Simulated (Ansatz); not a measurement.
# A plane-wave run on La$_{3}$Nb$_{2}$Al$_{6}$

The input, for Ansatz 0.2.0 (plane waves, PAW):

```yaml
crystal:
  lattice:
    - [5.525341, 0.34206, 0.347442]
    - [0.061691, 6.102431, -0.428799]
    - [-0.095192, 0.051476, 6.04436]
  atoms:
    - { symbol: Nb, position: [0.866812, 0.789181, 0.926827] }
    - { symbol: Nb, position: [0.504358, 0.768078, 0.637387] }
    - { symbol: La, position: [0.800552, 0.256467, 0.086469] }
    - { symbol: La, position: [0.901727, 0.410847, 0.589181] }
    - { symbol: La, position: [0.293369, 0.478781, 0.961491] }
    - { symbol: Al, position: [0.452437, 0.398546, 0.414861] }
    - { symbol: Al, position: [0.186103, 0.688463, 0.369912] }
    - { symbol: Al, position: [0.223353, 0.133825, 0.277614] }
    - { symbol: Al, position: [0.314825, 0.146779, 0.63765] }
    - { symbol: Al, position: [0.6045, 0.675858, 0.236501] }
    - { symbol: Al, position: [0.980653, 0.963521, 0.578027] }
kpoints:
  mp_grid: { grid: [3, 3, 3], shift: [0.5, 0.0, 0.5] }
magnetization:
  spin_polarized: false
scf:
  occupations: { method: fermi_dirac }
  lower_state_search: "off"
  max_iter: 200
hamiltonian:
  pseudopotentials: { kind: paw }
  xc: r2scan
basis:
  ecutwfc: 500
  fft_grid_basis: typed
output:
  forces: true
  stress: true
  eigenvalues: true
  populations: true
  elf: true
  write_potential: true
  volumetric_format: npy
  dos:
    e_range: [-12, 8]
    de: 0.05
    projected: { site_lists: { Al: [Al], La: [La], Nb: [Nb] } }
checkpoint:
  read: saved_state
```

The run starts from an earlier solution of this cell. 

Output (shortened):

```
La: projections on atomic orbitals take those of the free atom [Kr 4d10] 4f0 5s2 5p6 5d1 6s2, of charge +0.00 (hamiltonian.pseudopotentials.projection_atoms); the dataset's partial waves leave at most 1.9e-5 of an orbital's norm unspanned inside its sphere
Pseudopotentials: kind: paw
Pseudopotential: Nb, paw, valence charge 13, recommended cutoff 500 eV (meta_gga), Nb.paw.azcp
Pseudopotential: La, paw, valence charge 11, recommended cutoff 500 eV (meta_gga), La.paw.azcp
Pseudopotential: Al, paw, valence charge 3, recommended cutoff 500 eV (meta_gga), Al.paw.azcp
Functional definition: r2SCAN
  exchange = r2scan_x(k0 = k0, k1 = k1, a1 = a1)
  correlation = r2scan_c
Crystal: 11 atoms, lattice volume = 204.015 Å³
Basis set: ecut = 500 eV, 5179 PW (Γ), exchange–correlation on 180×180×180 points (64 copies of the dense FFT grid, shifted against one another)
Bands: 50, of which v1, the nominal top of the filled ones, is band 39 counted from 1 (38 counted from 0)
Symmetry: 1 space group operations
Space group: P1 (ITA 1), of the structure as read, at distance tolerance 5.9e-5 Å
k-points: 14 of 27 (time reversal used)
Initial density: read from a saved state, or passed on in memory by an earlier SCF of this step, an earlier step, the calling program or the single point that the run made first
Functional: x = r2scan, c = r2scan; τ floored in thin density (d = 2e-4 eV/Å³)
SCF iter   1: F=-31152.1770 eV  Δρ=6.87e-4  dr2=5.11e-4  dr2_τ=8.37e-4
SCF iter   2: F=-31152.1774 eV  Δρ=3.59e-4  dr2=1.52e-4  dr2_τ=8.03e-5
SCF iter   3: F=-31152.1774 eV  Δρ=1.30e-4  dr2=9.19e-5  dr2_τ=1.14e-5
SCF iter   4: F=-31152.1774 eV  Δρ=4.24e-5  dr2=9.69e-6  dr2_τ=1.04e-6
SCF iter   5: F=-31152.1774 eV  Δρ=2.53e-5  dr2=1.82e-6  dr2_τ=3.09e-7
SCF iter   6: F=-31152.1774 eV  Δρ=9.63e-6  dr2=1.89e-7  dr2_τ=3.17e-8
SCF iter   7: F=-31152.1774 eV  Δρ=2.84e-6  dr2=2.58e-8  dr2_τ=5.27e-10
Free energy (F): -31152.1774 eV
Harris-Foulkes:  -31152.1774 eV  (|F-HF|=1.64e-8)
Internal energy: -31151.8800 eV  (E = F + TS)
E sigma→0 (E₀):  -31152.0287 eV
Entropy (-TS):   -0.2974 eV (-27.040 meV/atom)
Fermi energy:    13.0784 eV
--- Per-component energies (eV) ---
  E_band       = -213.9513
  E_kinetic    = 1567.5917
  E_local      = -3352.9227  (includes V_loc(G=0)·N_el)
  E_nonlocal   = 599.8220
  E_hartree    = 1255.7418
  E_xc         = -976.9006
  E_vxc        = -1171.6329  (∫ρ·V_xc dr)
  E_paw        = -25340.5681  (= ΣΔE_a)
  E_vpaw       = -432.1440  (= ΣTr[D̂ρ^β])
  E_aug_tail   = 0.0000  (compensation charges beyond the density's cutoff)
  E_vtau       = 63.8494  (kinetic-family band-sum trace: ∫τ·v_τ [+ j·A + Jᵃ·Aᵃ] dr)
  E_ewald      = -4904.1042
  E_core_change = -0.5400  (= ΣΔE_core)
  E_smearing   = -0.2974  (= −TS)
--- Forces (eV/Å), atoms counted from 1 ---
  atom   1  Nb     0.8206     0.3980     0.5301
  atom   2  Nb     0.6918     1.4663     2.9349
  atom   3  La    -0.4199    -2.0663    -2.0238
  atom   4  La    -1.2497     1.9467     1.1486
  atom   5  La    -0.3989    -0.2778    -1.6604
  atom   6  Al     0.4832    -0.3299     1.3866
  atom   7  Al    -1.9258     1.1289    -2.4221
  atom   8  Al     0.6004    -3.6435    -3.2721
  atom   9  Al     2.7494    -1.2150     4.1700
  atom  10  Al     2.1630     3.5699    -0.7573
  atom  11  Al    -3.5142    -0.9773    -0.0346
--- Stress (GPa, compression-positive) ---
       30.7686      -4.6591      -2.3375
       -4.6591      36.3524       3.3783
       -2.3375       3.3783      34.4281
  P = ⅓ Tr σ = 33.8497 GPa (338.497 kbar)
--- Löwdin populations: 11 sites ---
  site symbol       q [e]
     0     Nb     12.8532
     1     Nb     12.9764
     2     La     11.0545
     3     La     11.3634
     4     La     11.3477
     5     Al      2.9219
     6     Al      2.8259
     7     Al      2.7321
     8     Al      2.8323
     9     Al      2.7641
    10     Al      2.9061
  spilling = 0.0055 (of n_electrons = 77.0000)
```

Origin: a disordered cell, so it need not be a known compound. Caveats: the k mesh is coarse if the cell is a metal; atoms or cell far from equilibrium; f levels without a U or exact exchange are poorly placed.
